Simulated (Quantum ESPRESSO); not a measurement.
# Planted mistakes on one cell of W3MoSe5S3

Calculated results; nothing here was measured. They come from pw.x of Quantum ESPRESSO 7.5, a plane-wave density functional program, with PseudoDojo standard norm-conserving files (v0.5 for PBE, v0.4.1 for LDA and PBEsol). The cells are made up: elements, strain and atom displacements were drawn at random, and nothing was relaxed. There is no spin polarisation, spin-orbit coupling or dispersion term.

The cell has 12 sites of a 2H layered lattice (rectangular cell). Sites 1 to 4 hold W W Mo W; sites 5 to 12 hold Se Se Se S S Se Se S. Cell vectors in Å: (3.288, 0.036, 0.037); (0.063, 5.633, -0.003); (0.149, -0.006, 13.321). Settings: PBE, cutoff 1170 eV, 7 x 4 x 2 k mesh shifted by half a step, Fermi-Dirac smearing of 0.025 eV.

The intended run has a self-consistency threshold of 1e-07 eV, a smearing term of 0.000 eV, a pressure of 0.82 GPa and 21 iterations. Each further run changes one thing: all lengths scaled by 1.0131; atoms of sites 2 and 3 exchanged; cutoff 776 eV; files of PBEsol; k mesh 2 x 2 x 2; one electron added; smearing 0.38 eV; threshold 0.6 eV. A coarse mesh keeps the shift, and a charged cell sits in a uniform background.

| run | change of free energy (eV) | smearing term -TS (eV) | change of P (GPa) | largest change of a force component (eV/Å) | iterations |
| --- | --- | --- | --- | --- | --- |
| A | 0.100 | 0.000 | -4.74 | 0.820 | 22 |
| B | 14.322 | 0.000 | -79.22 | 0.041 | 22 |
| C | 17.409 | 0.000 | -4.55 | 0.386 | 21 |
| D | 12.668 | -0.011 | 11.28 | 0.610 | 21 |
| E | -0.081 | 0.000 | -0.08 | 0.312 | 21 |
| F | -0.345 | -1.359 | 0.71 | 0.219 | 19 |
| G | 0.415 | 0.000 | -6.22 | 3.053 | 6 |
| H | -1.539 | 0.000 | -1.15 | 0.524 | 20 |

A rerun of the intended cell at 1467 eV and k mesh 9 x 6 x 4 moved values by no more than 0.003 eV in the cell's energy, 0.03 GPa in stress and 0.005 eV/Å in force.

Question: which change belongs to which run?

## Worked reading

Run G has the fewest iterations, as a run stopped early does. Run F has the largest smearing term, as wide smearing gives. Run B has a higher energy and the largest fall in pressure, as too small a basis gives. Run A changes the volume by a factor of 1.0398; minus its pressure change over the logarithm of that factor, 121 GPa, is a rough bulk modulus with clamped atoms. Energies from files of another functional, or of a charged cell, have another zero and say nothing on stability; the pressure of a charged cell rests on the program's zero of potential too.

## Key

| run | change |
| --- | --- |
| A | all lengths scaled by 1.0131 |
| B | cutoff 776 eV |
| C | files of PBEsol |
| D | one electron added |
| E | atoms of sites 2 and 3 exchanged |
| F | smearing 0.38 eV |
| G | threshold 0.6 eV |
| H | k mesh 2 x 2 x 2 |